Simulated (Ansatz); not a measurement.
Au:
Space group Fm-3m (No. 225); a = b = c = 4.1574 Å, α = β = γ = 90.00°

```tsv
atom	site	symmetry	x	y	z
Au	4a	m-3m	0.0000	0.0000	0.0000
```
(The calculation used a cell of 1 atom; values per cell refer to that cell.)

This is the PBE-relaxed structure.

**Question.** All from PBE in the plane-wave PAW code Ansatz, unless another level is named. Give the density of states at the Fermi level.

**Answer.** 0.29 states/eV per atom (mean over ±0.08 eV).

**Question.** Predict the gap with spin–orbit coupling.

**Answer.** none (metallic).

The PBE relaxation kept the symmetry of its start. Spin–orbit coupling is left out wherever it is not named.

Potentials: the earlier of the program's two PAW sets.
